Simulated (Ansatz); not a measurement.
GaSb (zinc blende)

```xyz
4
Lattice="0.0000 6.1324 6.1324 3.0662 0.0000 3.0662 3.0662 3.0662 0.0000" Properties=species:S:1:pos:R:3 pbc="T T T"
Sb     4.5993     4.5993     4.5993
Sb     4.5993     7.6656     7.6656
Ga     0.0000     0.0000     0.0000
Ga     3.0662     6.1324     3.0662
```

In each cell atom 1 (Sb, nearest neighbour Ga at 2.655 Å; its periodic images, 4.3 Å or more away, move with it) moves by s·(0.000, 0.000, 1.000) (along Cartesian z), the rest being held.

Calculation: r2SCAN (plane waves to 500 eV, PAW, scalar-relativistic; Ansatz, a first-principles code). k mesh 11×11×11 (Γ-centred), Fermi-Dirac smearing 0.05 eV. Energies are smeared free energies. Compression counts positive. As the smearing reaches across the gap at some points, energies and forces of such displacements shift with the k mesh and the smearing. GaSb was relaxed with its symmetry unable to fall. Spin-orbit coupling is left out, though Sb is heavy. The zero of ΔE is the undisplaced structure.

Problem. Give the computed ΔE (meV/cell) and P (GPa) at s (Å) = -0.800, -0.640, -0.480, 0.160, 0.800.

Solution. 
```
s (Å)   ΔE (meV/cell)  P (GPa)
------  -------------  -------
-0.800           2294      6.1
-0.640           1580      4.2
-0.480            941      2.5
0.160             111      0.3
0.800            2308      6.0
```

(For displaced atoms, the force is minus the slope of the energy, and its curvature is a force constant, which sets phonon frequencies.)
